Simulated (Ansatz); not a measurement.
## Sb2Se3, one structure, two calculations

Cell: a structure deposited in the COD, its atoms then relaxed with PBE in this cell.

```cif
data_Sb2Se3
_symmetry_space_group_name_H-M 'Pnma'
_symmetry_Int_Tables_number 62
_cell_length_a 11.7700
_cell_length_b 3.9620
_cell_length_c 11.6200
_cell_angle_alpha 90.000
_cell_angle_beta 90.000
_cell_angle_gamma 90.000
loop_
_atom_site_label
_atom_site_type_symbol
_atom_site_symmetry_multiplicity
_atom_site_Wyckoff_symbol
_atom_site_fract_x
_atom_site_fract_y
_atom_site_fract_z
Sb1 Sb 4 c 0.0256 0.2500 0.3284
Sb5 Sb 4 c 0.1488 0.7500 0.0391
Se9 Se 4 c 0.0554 0.2500 0.8689
Se13 Se 4 c 0.1289 0.7500 0.4475
Se17 Se 4 c 0.2152 0.2500 0.1958
```

One atom of each set is listed.

First run. Computed with Ansatz: DFT, PBE, plane waves and PAW, scalar-relativistic, 420 eV cutoff, Γ-centred 3×7×3 k-points, Fermi–Dirac smearing 0.02 eV.

```csv
site,V_zz (10²¹ V/m²),η
Sb1,-10.43,0.50
Sb5,-13.74,0.02
Se9,15.27,0.95
Se13,-26.4,0.12
Se17,7.57,0.55
```

Second run. The same atoms and settings, except that the cutoff is 550 eV.

(1) Given the first result, estimate the second.

## Answers

(1) 

| site | V_zz | η | change of V_zz |
| --- | --- | --- | --- |
| Sb1 | -10.42 | 0.50 | +0.01 |
| Sb5 | -13.75 | 0.02 | -0.01 |
| Se9 | 15.26 | 0.95 | -0.01 |
| Se13 | -26.4 | 0.12 | 0.00 |
| Se17 | 7.57 | 0.55 | 0.00 |

No V_zz moves by more than 0.01.

Without spin–orbit coupling (the program notes it for Sb) the gradients can shift somewhat, as the gap is small. With these PAW files V_zz is typically within 2 to 3 % of all-electron values, but misses above 10 % occur on Sb.
